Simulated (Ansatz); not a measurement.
# Ga₂Os: hydrostatic pressure series

Computed with DFT PBEsol, scalar-relativistic, plane waves, PAW (Ansatz). Settings: 420 eV cutoff, 8×8×8 k-mesh, Gaussian smearing of 0.02 eV, no spin polarisation.

Reference structure (relaxed):

```
CELL_PARAMETERS angstrom
0.00000 4.10437 4.34749
2.35651 0.00000 4.34749
2.35651 4.10437 0.00000
ATOMIC_POSITIONS crystal
Ga 0.08265 0.41735 0.08265
Ga 0.41735 0.08265 0.41735
Ga 0.16735 0.83265 0.16735
Ga 0.83265 0.16735 0.83265
Os 0.75000 0.75000 0.75000
Os 0.50000 0.50000 0.50000
```

Cell and atoms are relaxed at each pressure within the symmetry of the start, at zero temperature, so transitions that lower the symmetry aren't seen. The k-mesh given is that at zero pressure and may differ at others. a, b and c are the lengths of the cell vectors above. Gaps are Kohn–Sham gaps over the whole zone.

Spin-orbit coupling is left out, which matters for the bands and energies of heavy elements.

Pressures computed: -2, 2, 5, 10, 20, 40 GPa.

(1) At which pressure does the cell have a = 5.999, b = 4.957 and c = 4.754 Å?

Results:

(1) About -2 GPa, where V/V0 = 1.010 and the gap is 0.70 eV.